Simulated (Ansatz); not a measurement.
Space group P-6m2 (No. 187). a = 2.789 Å, b = 2.789 Å, c = 2.794 Å, α = 90.00°, β = 90.00°, γ = 120.00°
```tsv
atom	site	symmetry	x	y	z
Ti	1e	-6m2	0.6667	0.3333	0.0000
O	1b	-6m2	0.0000	0.0000	0.5000
```

Equation of state of this TiO structure (not necessarily the ground state), with shape and atoms relaxed at each volume where symmetry leaves them free. It has no gap at any of these volumes. All numbers below come from Ansatz, DFT PBEsol, scalar-relativistic, plane waves, PAW.

Settings: cutoff 420 eV, Γ-centred mesh 18×18×16 on the computed 2-atom cell, Gaussian smearing of 0.10 eV; no spin polarisation.

| V (Å³/atom) | E − E(largest V) (meV/atom) | P (GPa) |
| --- | --- | --- |
| 8.281 | 72.33 | 43.25 |
| 8.563 | 8.42 | 29.67 |
| 8.846 | -33.42 | 18.13 |
| 9.128 | -56.50 | 8.33 |
| 9.410 | -63.64 | -0.02 |
| 9.693 | -57.17 | -7.13 |
| 9.975 | -39.13 | -13.19 |
| 10.351 | 0.00 | -19.87 |

Problem. Fit a third-order Birch–Murnaghan equation to E(V).

Solution. V0 = 9.41 Å³/atom, B0 = 256 GPa, B0' = 4.3.

Spin polarisation was left out, and a magnetic state may lie lower.

This form isn't the usual stable structure of the compound.